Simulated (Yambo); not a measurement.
K₂Te (anti-fluorite, space group Fm-3m, No. 225), G0W0@LDA (Yambo, plasmon pole, terminator in G, 2×2×2 mesh): gap X → Γ in eV by bands and screening block.

```
bands (W and G)  2 Ry  3 Ry  4 Ry  6 Ry  7 Ry
---------------  ----  ----  ----  ----  ----
41               3.79  3.82  3.87  3.89  3.89
66               3.76  3.82  3.89  3.93  3.94
103              3.75  3.82     ?  3.97     ?
145              3.75  3.82  3.92  3.99  4.01
189              3.75  3.82  3.93     ?  4.03
```

**Question.** Estimate the withheld gaps from their neighbours; the computed values follow.

**Answer.** 
- 103, 4 Ry: 3.91
- 103, 7 Ry: 3.98
- 189, 6 Ry: 4.00

The largest settings aren't shown to be the converged limit.

The standard potential for Te keeps a d shell in the valence without the s and p states of that shell. In tests on such compounds this moved G0W0 gaps by up to about 0.9 eV, so absolute quasiparticle energies here are unreliable; differences between settings are what counts.

Spin-orbit coupling is not included.

Geometry relaxed with LDA; primitive cell a = b = c = 5.6016 Å, α = β = γ = 60.00°.
